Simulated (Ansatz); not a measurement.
Here is the system:

Rb₂NaPdF₆:
```cif
data_F6NaPdRb2
_chemical_formula_sum 'Rb2 Na1 Pd1 F6'
_space_group_name_H-M_alt 'P 1'
_space_group_IT_number 1
_cell_length_a 6.15253
_cell_length_b 6.15253
_cell_length_c 6.15253
_cell_angle_alpha 121.514
_cell_angle_beta 121.514
_cell_angle_gamma 87.397
loop_
_space_group_symop_operation_xyz
  'x, y, z'
loop_
_atom_site_label
_atom_site_type_symbol
_atom_site_fract_x
_atom_site_fract_y
_atom_site_fract_z
_atom_site_occupancy
Rb1 Rb 0.75000 0.25000 0.50000 1
Rb2 Rb 0.25000 0.75000 0.50000 1
Na1 Na 0.50000 0.50000 0.00000 1
Pd1 Pd 0.00000 0.00000 0.00000 1
F1 F 0.22958 0.22958 0.45916 1
F2 F 0.77042 0.77042 0.54084 1
F3 F 0.22958 0.77042 0.00000 1
F4 F 0.77042 0.22958 0.00000 1
F5 F 0.24519 0.24519 0.00000 1
F6 F 0.75481 0.75481 0.00000 1
```
The run is spin-polarised.

This is the HSE06-relaxed structure.

Q: All from DFT-HSE06 in the program Ansatz with PAW potentials, unless another level is named. Give the Bader charges.

A: Rb +0.92, Na +0.91, Pd +1.65, F -0.79 to -0.71 e.

Q: What about the net moment?

A: 0.10 μB per atom.

Space group I4/mmm. The workflow started from a Materials Project entry (that database holds measured and hypothetical structures alike); the Crystallography Open Database copy checked does not list it. Its standing as an ambient phase is unchecked. The cell was relaxed with HSE06 under the symmetry of its start; whether a distortion lowers the energy is not shown. Spin order of the final state: ferromagnetic, chosen from 4 collinear starts compared on coarse meshes with r²SCAN (ties went to the first, and starts can fall back to one state), not a proven ground state. Other orbital occupations within this spin state were not tried.

Potentials: the later of the program's two PAW sets.
